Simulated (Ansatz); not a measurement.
Method: DFT PBE, scalar-relativistic, plane waves, PAW in Ansatz. All cells share a 420 eV cutoff and Γ-centred k meshes spaced at most about 0.3 Å⁻¹ (about 0.25 or finer for metals, 2π included). No spin polarisation in the final relaxations.

Temperature and zero-point effects are left out. All come from trial cells, and lower structures may exist.

Question: Order these relaxed structures of AlW₃ by energy, lowest first, with the energy over the lowest of them.
A.

```
Al W
1.0
     3.98943    0.00000    0.00000
     0.00000    3.98943    0.00000
     0.00000    0.00000    3.98943
Al W
1 3
Direct
  0.00000 0.00000 0.00000
  0.50000 0.00000 0.50000
  0.00000 0.50000 0.50000
  0.50000 0.50000 0.00000
```

B.

```
Al W
1.0
     0.00000    3.15980    3.15980
     3.15980    0.00000    3.15980
     3.15980    3.15980    0.00000
Al W
1 3
Cartesian
  0.0000 0.0000 0.0000
  1.5799 1.5799 1.5799
  4.7397 4.7397 4.7397
  3.1598 3.1598 3.1598
```

C.

```
Al W
1.0
     3.30407    0.00000    0.00000
     0.00000    3.30407    0.00000
     0.00000    0.00000    5.79655
Al W
1 3
Direct
  0.00000 0.00000 0.00000
  0.50000 0.50000 0.75620
  0.00000 0.00000 0.50000
  0.50000 0.50000 0.24380
```

Answer: C (0 meV/atom), B (14 meV/atom), A (69 meV/atom). Forms: C Al and W ordered on bcc sites, P4/mmm; B BiF3 (D0_3) type, Fm-3m; A Cu3Au (L1_2) type, Pm-3m. Counting all near atoms (those within 1.25 times the shortest distance at each site; a plus sign parts nearer from farther groups): C has Al 10+4, W 10+4; B has Al 8+6, W 8+6; A has Al 12, W 12. Even the lowest lies +0.14 eV/atom against the elements.

The k mesh leaves some 4 meV/atom of noise in the energy of each metallic cell. Spin–orbit coupling, which can matter for W, is left out. Cells relaxed within their symmetry can be saddle points. Some types were kept out of the candidates beforehand, so the set may lack a known form.
